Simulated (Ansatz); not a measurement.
Total density of states per atom from r²SCAN in the plane-wave PAW code Ansatz, in 0.25 eV bins, energy from the valence-band maximum:

(E (eV), states/eV/atom): (-7.85, 0.00); (-7.60, 0.00); (-7.35, 0.00); (-7.10, 0.00); (-6.85, 0.00); (-6.60, 0.00); (-6.35, 0.00); (-6.10, 0.00); (-5.85, 0.00); (-5.60, 0.00); (-5.35, 0.00); (-5.10, 0.00); (-4.85, 0.04); (-4.60, 0.21); (-4.35, 0.34); (-4.10, 0.72); (-3.85, 1.24); (-3.60, 0.51); (-3.35, 0.24); (-3.10, 0.40); (-2.85, 0.46); (-2.60, 0.48); (-2.35, 0.49); (-2.10, 0.59); (-1.85, 0.77); (-1.60, 0.99); (-1.35, 0.98); (-1.10, 0.99); (-0.85, 1.02); (-0.60, 0.85); (-0.35, 0.48); (-0.10, 0.19); (0.15, 0.00); (0.40, 0.00); (0.65, 0.00); (0.90, 0.00); (1.15, 0.00); (1.40, 0.00); (1.65, 0.00); (1.90, 0.00); (2.15, 0.00); (2.40, 0.00); (2.65, 0.00); (2.90, 0.00); (3.15, 0.00); (3.40, 0.00); (3.65, 0.03); (3.90, 0.06); (4.15, 0.10); (4.40, 0.13); (4.65, 0.17); (4.90, 0.21); (5.15, 0.31); (5.40, 0.45); (5.65, 0.69); (5.90, 1.00); (6.15, 0.78); (6.40, 0.46); (6.65, 0.32); (6.90, 0.53); (7.15, 0.89); (7.40, 0.64); (7.65, 0.65); (7.90, 0.63); (8.15, 0.72)

Q: Which compound is it?
(A) TiSi, CsCl type
(B) MgS, rock salt
(C) SiC, rock salt
(D) Na2S, P6_3/mmc (S on 2c, Na on 2a, Na on 2d)

A: B, MgS, rock salt. Top 1 eV of the valence band: S 3p 98 %. Bottom 1 eV of the conduction band: Mg 3s 74 %, S 3p 6 %, outside the projected shells 16 %. Projections are on Löwdin-orthogonalised atomic valence shells; empty p or d shells of many metals are not among them.

Space group Fm-3m (rock salt). Symmetry was held in the r²SCAN relaxation.

Potentials: the later of the program's two PAW sets.
